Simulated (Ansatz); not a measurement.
**Sensitivity of the gradients in KMnAg₃C₆N₆ to the input**

Cell: a measured structure from the Crystallography Open Database (COD), its atoms then relaxed with PBE in this cell.

Space group P312 (No. 149); a = 6.9219, c = 8.1465 Å, γ = 120.00°.

| site | Wyckoff | site symmetry | x | y | z |
| --- | --- | --- | --- | --- | --- |
| K | 1e | 3.2 | 0.6667 | 0.3333 | 0.0000 |
| Mn | 1a | 3.2 | 0.0000 | 0.0000 | 0.0000 |
| Ag | 3k | ..2 | 0.4922 | 0.9843 | 0.5000 |
| C | 6l | 1 | 0.3419 | 0.9934 | 0.2860 |
| N | 6l | 1 | 0.2569 | 0.0039 | 0.1649 |

One atom of each set is listed.

Reference run. Level of theory: DFT, PBE, plane waves and PAW, scalar-relativistic, collinear spin, 420 eV cutoff, Γ-centred 6×6×4 k-points, Fermi–Dirac smearing 0.05 eV (Ansatz 0.2.0). Start moments as typed (μB): 4 on each Mn, none on the rest.

(1) The input is changed as follows: `scf.initial_density.chi_scale`: not typed → 0.0; `hamiltonian.pseudopotentials`: {kind: paw} → {kind: paw, source: ansatz}; `basis.ecutwfc`: not typed → 250 eV. What happens to V_zz (10²¹ V/m²) and η?

Answers

(1) 

```
site  V_zz reference  η reference  V_zz changed  η changed
   K            0.74         0.00          0.53       0.00
  Mn           -0.24         0.00         -0.23       0.00
  Ag           -28.6         0.04         -29.5       0.03
   C           -5.70         0.05         -4.15       0.06
   N           -6.43         0.05         -3.04       0.05
```

The largest change of V_zz is on N, from -6.43 to -3.04. In per cent, |V_zz| changes by -29 on K, +3 on Ag, -27 on C, -53 on N (all sites that start above 0.5). The changed run reads another set of PAW files. At these positions, which the reference run relaxed to, the changed run has forces up to 3.4 eV/Å, so its atoms aren't at their own equilibrium. Its pressure is 4 GPa, against 0 GPa in the reference run. New warnings: cutoff below recommended. In the changed run the cutoff of 250 eV lies below the one recommended for these PAW files, so its values aren't converged ones.

On the reference run: Without spin–orbit coupling (the program notes it for Ag) the gradients are little affected as a rule: paired runs on crystals with a gap mostly move them by under 2 % at such atoms. The database entry as given showed forces above 3 eV/Å or a pressure above 30 GPa, though relaxing it moves no atom far. All moments are parallel here, as the start or the cell imposes; many such compounds order antiparallel, where fields and spin densities carried over to other atoms largely cancel. The magnetic order is the one that the run reached from its start moments, not necessarily the measured one.
